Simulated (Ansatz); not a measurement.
Input file for Ansatz (a quantum-chemistry and plane-wave program):

Ansatz 0.2 input:
```yaml
crystal:
  lattice:
    - [3.7063005933, 0.0, 0.0]
    - [0.0, 3.7063005933, 0.0]
    - [0.0, 0.0, 3.7063005933]
  atoms:
    - { symbol: Ag, position: [0.0, 0.0, 0.0] }
    - { symbol: La, position: [0.5, 0.5, 0.5] }
kpoints:
  mp_grid: { grid: [23, 23, 23] }
hamiltonian:
  xc: lda
  pseudopotentials: { kind: paw }
scf:
  occupations: { method: fermi_dirac, width: 0.1 }
elastic: { mode: relaxed_ion, stencil: two_point, amplitude: 0.005, f_tol: 0.0005 }
```

Output (shortened):

```
Pseudopotential: Ag, paw, valence charge 19
Pseudopotential: La, paw, valence charge 11
Functional definition: SPW92
Crystal: 2 atoms, lattice volume = 50.912 Å³
Basis set: ecut = 420 eV, 1021 PW (Γ)
Bands: 19, of which v1, the nominal top of the filled ones, is band 15 counted from 1 (14 counted from 0)
Symmetry: 48 space group operations
Space group: Pm-3m (ITA 221), of the structure as read, at distance tolerance 3.7e-5 Å
k-points: 364 of 12167
SCF iter   1: F=—  HF=-13534.774914 eV  |F-HF|=—  |Δ(HF+E_count)|=         —  Δρ=8.41e-3  dr2=2.60e-2  ethr=1.77e-3  ⟨swp⟩=3.6  Hψ=25421  notcnv=0
preconditioner: auto → Kerker (q_TF=auto, 2.498 Å⁻¹)
SCF iter   2: F=—  HF=-13534.768878 eV  |F-HF|=—  |Δ(HF+E_count)|=   6.04e-3  Δρ=3.10e-3  dr2=2.05e-3  ethr=8.68e-5  ⟨swp⟩=2.1  Hψ=15836  notcnv=0
SCF iter   3: F=—  HF=-13534.768341 eV  |F-HF|=—  |Δ(HF+E_count)|=   5.36e-4  Δρ=1.54e-3  dr2=6.16e-4  ethr=6.84e-6  ⟨swp⟩=1.6  Hψ=7910  notcnv=0
SCF iter   4: F=—  HF=-13534.768143 eV  |F-HF|=—  |Δ(HF+E_count)|=   1.99e-4  Δρ=1.86e-4  dr2=3.08e-5  ethr=2.05e-6  ⟨swp⟩=2.2  Hψ=9542  notcnv=0
SCF iter   5: F=—  HF=-13534.768134 eV  |F-HF|=—  |Δ(HF+E_count)|=   8.60e-6  Δρ=4.71e-5  dr2=8.50e-7  ethr=1.03e-7  ⟨swp⟩=2.0  Hψ=11099  notcnv=0
SCF iter   6: F=—  HF=-13534.768130 eV  |F-HF|=—  |Δ(HF+E_count)|=   4.47e-6  Δρ=6.94e-6  dr2=1.87e-8  ethr=2.83e-9  ⟨swp⟩=2.4  Hψ=12788  notcnv=0
SCF iter   7: F=—  HF=-13534.768130 eV  |F-HF|=—  |Δ(HF+E_count)|=   1.42e-9  Δρ=1.32e-6  dr2=9.36e-10  ethr=6.23e-11  ⟨swp⟩=2.4  Hψ=12611  notcnv=0
SCF iter   8: F=—  HF=-13534.768130 eV  |F-HF|=—  |Δ(HF+E_count)|=  1.27e-11  Δρ=4.91e-7  dr2=1.25e-10  ethr=3.12e-12  ⟨swp⟩=2.2  Hψ=11833  notcnv=0
SCF iter  10: F=-13534.768130 eV  HF=-13534.768130 eV  |F-HF|=5.46e-12  |Δ(HF+E_count)|=  1.82e-12  Δρ=8.56e-9  dr2=5.18e-14  ethr=1.00e-12  ⟨swp⟩=5.6  Hψ=28402  notcnv=0
SCF 1 converged in 10 iterations: F = -13534.768130 eV  dr2 = 5.18e-14
Crystal: 2 atoms, lattice volume = 50.658 Å³
Basis set: ecut = 420 eV, 1013 PW (Γ)
Symmetry: 16 space group operations
k-points: 936 of 12167
iter 1 solved again at ethr=2.52e-6 eV; its pass at ethr=3.10e-3 eV (dr2=7.57e-4 eV) is discarded
SCF iter   1: F=—  HF=-13534.768022 eV  |F-HF|=—  |Δ(HF+E_count)|=         —  Δρ=9.30e-4  dr2=8.06e-4  ethr=2.52e-6  ⟨swp⟩=2.0  Hψ=122990  notcnv=0
preconditioner: auto → Kerker (q_TF=auto, 2.500 Å⁻¹)
SCF iter   2: F=—  HF=-13534.767853 eV  |F-HF|=—  |Δ(HF+E_count)|=   1.69e-4  Δρ=3.90e-4  dr2=1.13e-4  ethr=2.52e-6  ⟨swp⟩=2.0  Hψ=23220  notcnv=0
SCF iter   3: F=—  HF=-13534.767822 eV  |F-HF|=—  |Δ(HF+E_count)|=   3.12e-5  Δρ=1.76e-4  dr2=3.14e-5  ethr=3.77e-7  ⟨swp⟩=2.1  Hψ=30473  notcnv=0
SCF iter   4: F=—  HF=-13534.767812 eV  |F-HF|=—  |Δ(HF+E_count)|=   1.06e-5  Δρ=3.64e-5  dr2=6.51e-7  ethr=1.05e-7  ⟨swp⟩=2.0  Hψ=24567  notcnv=0
SCF iter   5: F=—  HF=-13534.767800 eV  |F-HF|=—  |Δ(HF+E_count)|=   1.15e-5  Δρ=1.19e-5  dr2=6.22e-8  ethr=2.17e-9  ⟨swp⟩=2.3  Hψ=28918  notcnv=0
SCF iter   6: F=—  HF=-13534.767800 eV  |F-HF|=—  |Δ(HF+E_count)|=   1.14e-8  Δρ=1.14e-6  dr2=9.18e-10  ethr=2.07e-10  ⟨swp⟩=2.1  Hψ=30208  notcnv=0
SCF iter   7: F=—  HF=-13534.767800 eV  |F-HF|=—  |Δ(HF+E_count)|=  1.89e-10  Δρ=2.95e-7  dr2=6.11e-11  ethr=3.06e-12  ⟨swp⟩=2.1  Hψ=31527  notcnv=0
SCF iter   8: F=—  HF=-13534.767800 eV  |F-HF|=—  |Δ(HF+E_count)|=  1.09e-11  Δρ=5.15e-8  dr2=1.63e-12  ethr=2.04e-13 (applied; sched 1.00e-12)  ⟨swp⟩=2.0  Hψ=24959  notcnv=0
SCF iter   9: F=-13534.767800 eV  HF=-13534.767800 eV  |F-HF|=1.82e-12  |Δ(HF+E_count)|=  1.82e-12  Δρ=1.05e-8  dr2=5.32e-14  ethr=1.00e-12  ⟨swp⟩=5.2  Hψ=73637  notcnv=0
SCF 2 converged in 9 iterations: F = -13534.767800 eV  dr2 = 5.32e-14
Crystal: 2 atoms, lattice volume = 51.167 Å³
iter 1 solved again at ethr=7.32e-10 eV; its pass at ethr=3.10e-3 eV (dr2=2.20e-7 eV) is discarded
SCF iter   1: F=—  HF=-13534.767894 eV  |F-HF|=—  |Δ(HF+E_count)|=         —  Δρ=1.91e-5  dr2=2.19e-7  ethr=7.32e-10  ⟨swp⟩=2.4  Hψ=122885  notcnv=0
preconditioner: auto → Kerker (q_TF=auto, 2.496 Å⁻¹)
SCF iter   2: F=—  HF=-13534.767894 eV  |F-HF|=—  |Δ(HF+E_count)|=   1.35e-9  Δρ=1.14e-5  dr2=8.27e-8  ethr=7.30e-10  ⟨swp⟩=1.0  Hψ=17787  notcnv=0
SCF iter   3: F=—  HF=-13534.767894 eV  |F-HF|=—  |Δ(HF+E_count)|=   7.33e-9  Δρ=3.88e-6  dr2=1.05e-8  ethr=2.76e-10  ⟨swp⟩=2.7  Hψ=31020  notcnv=0
SCF iter   4: F=—  HF=-13534.767894 eV  |F-HF|=—  |Δ(HF+E_count)|=   2.54e-9  Δρ=1.20e-6  dr2=2.53e-10  ethr=3.50e-11  ⟨swp⟩=2.0  Hψ=24298  notcnv=0
SCF iter   5: F=—  HF=-13534.767894 eV  |F-HF|=—  |Δ(HF+E_count)|=  2.89e-10  Δρ=1.16e-7  dr2=3.57e-12  ethr=8.44e-13 (applied; sched 1.00e-12)  ⟨swp⟩=2.2  Hψ=32039  notcnv=0
SCF iter   6: F=—  HF=-13534.767894 eV  |F-HF|=—  |Δ(HF+E_count)|=  1.82e-12  Δρ=3.49e-8  dr2=4.10e-13  ethr=1.19e-14 (applied; sched 1.00e-12)  ⟨swp⟩=2.1  Hψ=25293  notcnv=0
SCF iter   7: F=-13534.767894 eV  HF=-13534.767894 eV  |F-HF|=0.00e0  |Δ(HF+E_count)|=  3.64e-12  Δρ=6.14e-9  dr2=1.88e-14  ethr=1.00e-12  ⟨swp⟩=4.5  Hψ=64804  notcnv=0
SCF 3 converged in 7 iterations: F = -13534.767894 eV  dr2 = 1.88e-14
Crystal: 2 atoms, lattice volume = 50.912 Å³
Symmetry: 8 space group operations
k-points: 1728 of 12167
iter 1 solved again at ethr=1.23e-7 eV; its pass at ethr=3.10e-3 eV (dr2=3.69e-5 eV) is discarded
SCF iter   1: F=—  HF=-13534.768044 eV  |F-HF|=—  |Δ(HF+E_count)|=         —  Δρ=1.75e-4  dr2=8.21e-6  ethr=1.23e-7  ⟨swp⟩=2.6  Hψ=231317  notcnv=0
preconditioner: auto → Kerker (q_TF=auto, 2.498 Å⁻¹)
SCF iter   2: F=—  HF=-13534.768044 eV  |F-HF|=—  |Δ(HF+E_count)|=   3.85e-7  Δρ=9.94e-5  dr2=2.90e-6  ethr=2.74e-8  ⟨swp⟩=1.7  Hψ=35542  notcnv=0
SCF iter   3: F=—  HF=-13534.768032 eV  |F-HF|=—  |Δ(HF+E_count)|=   1.22e-5  Δρ=1.23e-5  dr2=7.23e-8  ethr=9.67e-9  ⟨swp⟩=2.7  Hψ=59083  notcnv=0
SCF iter   4: F=—  HF=-13534.768032 eV  |F-HF|=—  |Δ(HF+E_count)|=   9.44e-9  Δρ=4.10e-6  dr2=7.89e-9  ethr=2.41e-10  ⟨swp⟩=2.6  Hψ=57042  notcnv=0
SCF iter   5: F=—  HF=-13534.768032 eV  |F-HF|=—  |Δ(HF+E_count)|=   1.77e-9  Δρ=1.53e-6  dr2=1.05e-9  ethr=2.63e-11  ⟨swp⟩=2.0  Hψ=56629  notcnv=0
SCF iter   6: F=—  HF=-13534.768032 eV  |F-HF|=—  |Δ(HF+E_count)|=  2.82e-10  Δρ=3.18e-7  dr2=5.39e-11  ethr=3.51e-12  ⟨swp⟩=2.0  Hψ=46375  notcnv=0
SCF iter   7: F=—  HF=-13534.768032 eV  |F-HF|=—  |Δ(HF+E_count)|=  7.28e-12  Δρ=6.28e-8  dr2=1.73e-12  ethr=1.80e-13 (applied; sched 1.00e-12)  ⟨swp⟩=2.1  Hψ=54331  notcnv=0
SCF iter   8: F=-13534.768032 eV  HF=-13534.768032 eV  |F-HF|=1.82e-12  |Δ(HF+E_count)|=  3.64e-12  Δρ=5.51e-9  dr2=1.05e-14  ethr=1.00e-12  ⟨swp⟩=4.1  Hψ=149272  notcnv=0
SCF 4 converged in 8 iterations: F = -13534.768032 eV  dr2 = 1.05e-14
Crystal: 2 atoms, lattice volume = 50.912 Å³
iter 1 solved again at ethr=3.82e-11 eV; its pass at ethr=3.10e-3 eV (dr2=1.15e-8 eV) is discarded
SCF iter   1: F=—  HF=-13534.768032 eV  |F-HF|=—  |Δ(HF+E_count)|=         —  Δρ=6.60e-6  dr2=1.29e-8  ethr=3.82e-11  ⟨swp⟩=3.1  Hψ=242470  notcnv=0
preconditioner: auto → Kerker (q_TF=auto, 2.498 Å⁻¹)
SCF iter   2: F=—  HF=-13534.768032 eV  |F-HF|=—  |Δ(HF+E_count)|=   5.28e-9  Δρ=3.37e-6  dr2=2.59e-9  ethr=3.82e-11  ⟨swp⟩=2.0  Hψ=43643  notcnv=0
SCF iter   3: F=—  HF=-13534.768032 eV  |F-HF|=—  |Δ(HF+E_count)|=   1.96e-9  Δρ=1.12e-6  dr2=6.48e-10  ethr=8.65e-12  ⟨swp⟩=1.7  Hψ=38452  notcnv=0
SCF iter   4: F=—  HF=-13534.768032 eV  |F-HF|=—  |Δ(HF+E_count)|=  1.09e-11  Δρ=3.21e-7  dr2=1.85e-11  ethr=2.16e-12  ⟨swp⟩=2.1  Hψ=44794  notcnv=0
SCF iter   5: F=—  HF=-13534.768032 eV  |F-HF|=—  |Δ(HF+E_count)|=  2.91e-11  Δρ=5.31e-8  dr2=1.06e-12  ethr=6.16e-14 (applied; sched 1.00e-12)  ⟨swp⟩=2.4  Hψ=55049  notcnv=0
SCF iter   6: F=-13534.768032 eV  HF=-13534.768032 eV  |F-HF|=5.46e-12  |Δ(HF+E_count)|=  3.64e-12  Δρ=8.33e-9  dr2=2.70e-14  ethr=1.00e-12  ⟨swp⟩=3.9  Hψ=142565  notcnv=0
SCF 5 converged in 6 iterations: F = -13534.768032 eV  dr2 = 2.70e-14
SCF converged after 10 iterations
Free energy (F): -13534.768130 eV
Harris-Foulkes:  -13534.768130 eV  (|F-HF|=5.46e-12)
Internal energy: -13534.697794 eV  (E = F + TS)
E sigma→0 (E₀):  -13534.732962 eV
Entropy (-TS):   -0.070336 eV (-35.168 meV/atom)
Fermi energy:    13.905830 eV
--- Per-component energies (eV) ---
  E_band       = -324.822656
  E_kinetic    = 721.565499
  E_local      = -3226.341807  (includes V_loc(G=0)·N_el)
  E_nonlocal   = 183.870736
  E_hartree    = 1429.296570
  E_xc         = -323.152757
  E_vxc        = -383.457789  (∫ρ·V_xc dr)
  E_paw        = -9013.167426  (= ΣΔE_a)
  E_vpaw       = -479.052691  (= ΣTr[D̂ρ^β])
  E_aug_tail   = 0.000252  (compensation charges beyond the density's cutoff)
  E_ewald      = -3307.816385
  E_core_change = 1.047524  (= ΣΔE_core)
  E_smearing   = -0.070336  (= −TS)
  E_closure    =  0.000000  (closes the sum)
  Σ components = -13534.768130   (vs F -13534.768130, Δ=0.00e0)
  [band-id]    e_kinetic+e_local+e_nonlocal+2·e_hartree+e_vxc+e_vpaw+e_augmentation_tail = -324.822660   (vs E_band -324.822656, Δ=-4.35e-6)
--- Forces (eV/Å), atoms counted from 1 ---
  atom   1  Ag     0.00000000     0.00000000     0.00000000
  atom   2  La     0.00000000     0.00000000     0.00000000
  max |Σ_I F_I| component: 0.0 eV/Å
--- Stress (GPa, compression-positive) ---
        0.029226       0.000000       0.000000
        0.000000       0.029226       0.000000
        0.000000       0.000000       0.029226
  P = ⅓ Tr σ = 0.0292 GPa (0.292 kbar)
--- Band table (eV; the first three rows and the last of 364) ---
  k-point 0: bands = ["-78.4530", "-41.9766", "-41.9766", "-41.9766", "-19.0480", "-2.3214", "-2.3214", "-2.3214", "8.3659", "8.3659", "8.4682", "9.0950", "9.0950", "9.0950", "14.1055", "14.1055", "15.5320", "15.5320", "15.5320"]
  k-point 1: bands = ["-78.4530", "-41.9766", "-41.9766", "-41.9766", "-19.0465", "-2.3408", "-2.3202", "-2.3202", "8.3706", "8.3805", "8.5039", "9.0947", "9.0947", "9.0960", "14.0989", "14.1240", "15.5205", "15.5315", "15.5315"]
  k-point 2: bands = ["-78.4530", "-41.9768", "-41.9766", "-41.9766", "-19.0422", "-2.3972", "-2.3166", "-2.3166", "8.3845", "8.4232", "8.6093", "9.0938", "9.0938", "9.0991", "14.0795", "14.1762", "15.4852", "15.5295", "15.5295"]
  k-point 363: bands = ["-78.4528", "-41.9794", "-41.9794", "-41.9794", "-18.8220", "-2.9817", "-2.9817", "-2.9816", "9.0556", "9.0670", "9.0670", "9.5281", "9.5281", "12.0126", "12.0719", "12.0719", "13.9695", "15.5832", "15.5832"]
--- Elastic constants: 2 strain directions × 2 members + reference (group order 48) ---
  dense FFT box of the reference and of every strained cell: 25×25×25
  strains applied: 11, 23; error gains: componentwise 1.00 (the most a stress slope's error grows in a printed constant), spectral 1.73 (1 for all six strains …
  C = ∂σ_k/∂η_j (tension-positive GPa; Voigt order 11 22 33 23 13 12):
        71.043     61.139     61.139      0.000      0.000      0.000
        61.139     71.043     61.139      0.000      0.000      0.000
        61.139     61.139     71.043      0.000      0.000      0.000
         0.000      0.000      0.000     24.466      0.000      0.000
         0.000      0.000      0.000      0.000     24.466      0.000
         0.000      0.000      0.000      0.000      0.000     24.466
  reference stress σ⁰ (GPa):     -0.029     -0.029     -0.029      0.000      0.000      0.000
  C* (energy form; C + prestress term) asymmetry max|C*_kj − C*_jk| = 7.105e-15 GPa — a small one proves nothing (zero by symmetry where the batch's group is …
  moduli (Voigt/Reuss/Hill, GPa): K = 64.44/64.44/64.44   G = 16.66/9.50/13.08   E = 36.75   ν = 0.405
  mechanically stable: yes (min eigenvalue of sym C = 9.90 GPa)
  where every solve meets its electron count the energy-path curvature estimates C_jj along a normal strain and C_jj − ¼(σ⁰_aa + σ⁰_bb) along a shear (ab), of …
  strain η (Voigt 11):  stress-route row diagonal C_11 = 71.04 GPa, energy-path curvature d²(F+E_count+ΔE)/dδ²/Ω₀ = 71.04 GPa
         δ    σ_11 (GPa)             F (eV)   n_scf  n_hpsi   n_pw
    -5.000e-3      -0.3858      -13534.7678002       9  409483   1013   relax 0 steps, max|allowed force component| 0.0 eV/Å
     5.000e-3       0.3246      -13534.7678940       7  337144   1021   relax 0 steps, max|allowed force component| 0.0 eV/Å
  strain η (Voigt 23):  stress-route row diagonal C_44 = 24.47 GPa, energy-path curvature d²(F+E_count+ΔE)/dδ²/Ω₀ = 24.48 GPa
         δ    σ_23 (GPa)             F (eV)   n_scf  n_hpsi   n_pw
    -5.000e-3      -0.1223      -13534.7680321       8  724445   1021   relax 0 steps, max|allowed force component| 0.0 eV/Å
     5.000e-3       0.1223      -13534.7680321       6  601829   1021   relax 0 steps, max|allowed force component| 0.0 eV/Å
```

Cost: around 7 core-minutes (rough) on shared cores.

The workflow started from an entry of the Crystallography Open Database (COD). Its standing as an ambient phase is unchecked. Symmetry was held in the LDA relaxation; of distortions, only those at the zone centre were tested. No spin polarisation was allowed. As this level gives no gap, shear constants depend on the k-mesh and smearing (Fermi–Dirac, 0.1 eV here). Scalar-relativistic: spin–orbit coupling is off unless named, which matters more the heavier the elements.

Potentials: the later of the program's two PAW sets.

Ansatz is a plane-wave DFT program.
